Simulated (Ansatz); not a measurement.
# TiB2: a jump of Ge

These are results of Ansatz, DFT PBE, scalar-relativistic, plane waves, PAW, not measurements. (420 eV cutoff, 4×4×4 k-mesh, Gaussian smearing of 0.10 eV, no spin polarisation)

In a supercell of 24 host sites, Ge trades places with a neighbouring Ti vacancy, moving 3.03 Å between the relaxed ends. Climbing-image nudged elastic band at fixed cell with images 0 (start) to 6 (end), the path measured over all atoms, converged to 0.05 eV/Å; the order of the saddle wasn't checked, and the small cell leaves errors of about a tenth of an eV.

Command:

```bash
ansatz run input.yaml --threads 4 --pin off --max-ram 8192MiB --backend cpu --events-out ev --progress --plain --runs-dir out
```

Input:

```yaml
crystal:
  lattice:
    - [6.0637821705, -1.0e-10, 0.0]
    - [-3.0318910853, -5.2513894026, 0.0]
    - [0.0, 0.0, -6.4488370057]
  atoms:
    - { symbol: Ge, position: [0.0, 0.5, 0.5] }
    - { symbol: Ti, position: [0.0, 0.5, 0.0] }
    - { symbol: Ti, position: [0.5, 0.5, 0.0] }
    - { symbol: Ti, position: [0.0, 1.0, 0.5] }
    - { symbol: Ti, position: [0.0, 1.0, 0.0] }
    - { symbol: Ti, position: [0.5, 1.0, 0.5] }
    - { symbol: Ti, position: [0.5, 1.0, 0.0] }
    - { symbol: B, position: [0.8309238493, 0.1618476986, 0.2407946309] }
    - { symbol: B, position: [0.8309238493, 0.1618476986, 0.7592053691] }
    - { symbol: B, position: [0.3358830439, 0.1717660878, 0.2532957515] }
    - { symbol: B, position: [0.3358830439, 0.1717660878, 0.7467042485] }
    - { symbol: B, position: [0.8343537365, 0.6673637702, 0.2435129456] }
    - { symbol: B, position: [0.8343537365, 0.6673637702, 0.7564870544] }
    - { symbol: B, position: [0.3330100337, 0.6673637702, 0.2435129456] }
    - { symbol: B, position: [0.3330100337, 0.6673637702, 0.7564870544] }
    - { symbol: B, position: [0.1656462635, 0.3326362298, 0.2435129456] }
    - { symbol: B, position: [0.1656462635, 0.3326362298, 0.7564870544] }
    - { symbol: B, position: [0.6669899663, 0.3326362298, 0.2435129456] }
    - { symbol: B, position: [0.6669899663, 0.3326362298, 0.7564870544] }
    - { symbol: B, position: [0.1690761507, 0.8381523014, 0.2407946309] }
    - { symbol: B, position: [0.1690761507, 0.8381523014, 0.7592053691] }
    - { symbol: B, position: [0.6641169561, 0.8282339122, 0.2532957515] }
    - { symbol: B, position: [0.6641169561, 0.8282339122, 0.7467042485] }
basis:
  ecutwfc: 420
  xc_grid: 2
kpoints:
  mp_grid: { grid: [4, 4, 4], shift: [0.0, 0.0, 0.0] }
hamiltonian:
  xc: pbe
scf:
  occupations: { method: gaussian, width: 0.1 }
output:
  forces: true
neb:
  images: 5
  f_tol: 0.05
  max_iterations: 70
  order_check: false
  final_atoms:
    - { symbol: Ge, position: [-0.5, 0.5, 0.5] }
    - { symbol: Ti, position: [0.0, 0.5, 0.0] }
    - { symbol: Ti, position: [0.5, 0.5, 0.0] }
    - { symbol: Ti, position: [0.0, 1.0, 0.5] }
    - { symbol: Ti, position: [0.0, 1.0, 0.0] }
    - { symbol: Ti, position: [0.5, 1.0, 0.5] }
    - { symbol: Ti, position: [0.5, 1.0, 0.0] }
    - { symbol: B, position: [0.8358830469, 0.1717660938, 0.2532957552] }
    - { symbol: B, position: [0.8358830469, 0.1717660938, 0.7467042448] }
    - { symbol: B, position: [0.330923849, 0.161847698, 0.2407946217] }
    - { symbol: B, position: [0.330923849, 0.161847698, 0.7592053783] }
    - { symbol: B, position: [0.8330100232, 0.6673637723, 0.2435129347] }
    - { symbol: B, position: [0.8330100232, 0.6673637723, 0.7564870653] }
    - { symbol: B, position: [0.3343537491, 0.6673637723, 0.2435129347] }
    - { symbol: B, position: [0.3343537491, 0.6673637723, 0.7564870653] }
    - { symbol: B, position: [0.1669899768, 0.3326362277, 0.2435129347] }
    - { symbol: B, position: [0.1669899768, 0.3326362277, 0.7564870653] }
    - { symbol: B, position: [0.6656462509, 0.3326362277, 0.2435129347] }
    - { symbol: B, position: [0.6656462509, 0.3326362277, 0.7564870653] }
    - { symbol: B, position: [0.1641169531, 0.8282339062, 0.2532957552] }
    - { symbol: B, position: [0.1641169531, 0.8282339062, 0.7467042448] }
    - { symbol: B, position: [0.669076151, 0.838152302, 0.2407946217] }
    - { symbol: B, position: [0.669076151, 0.838152302, 0.7592053783] }
```

Course of the band:

```json
{"iteration": "1", "largest band force (eV/Å)": "2.414", "climbing image": "none", "energies over image 0 (eV)": "0.000 0.248 0.852 1.230 0.852 0.248 0.000"}
{"iteration": "2", "largest band force (eV/Å)": "1.110", "climbing image": "none", "energies over image 0 (eV)": "0.000 0.172 0.450 0.587 0.450 0.172 0.000"}
{"iteration": "3", "largest band force (eV/Å)": "0.225", "climbing image": "3", "energies over image 0 (eV)": "0.000 0.160 0.359 0.427 0.359 0.160 0.000"}
{"iteration": "4", "largest band force (eV/Å)": "0.038", "climbing image": "3", "energies over image 0 (eV)": "0.000 0.160 0.355 0.418 0.355 0.160 0.000"}
```

Final band:

| image | path (Å) | E − E(0) (eV) | Ge x (Å) | Ge y (Å) | Ge z (Å) | force on Ge (eV/Å) |
| --- | --- | --- | --- | --- | --- | --- |
| 0 | 0.00 | 0.000 | -1.516 | -2.626 | -3.224 | 0.00 |
| 1 | 0.51 | 0.160 | -2.019 | -2.626 | -3.224 | 0.47 |
| 2 | 1.02 | 0.355 | -2.520 | -2.626 | -3.224 | 0.24 |
| 3 | 1.53 | 0.418 | -3.032 | -2.626 | -3.224 | 0.00 |
| 4 | 2.04 | 0.355 | -3.544 | -2.626 | -3.224 | 0.24 |
| 5 | 2.54 | 0.160 | -4.045 | -2.626 | -3.224 | 0.47 |
| 6 | 3.05 | 0.000 | -4.548 | -2.626 | -3.224 | 0.00 |

Barrier 0.42 eV. The run took 7.2 min on 4 threads of Arm Neoverse V2, on a shared host, peak memory 3 GiB.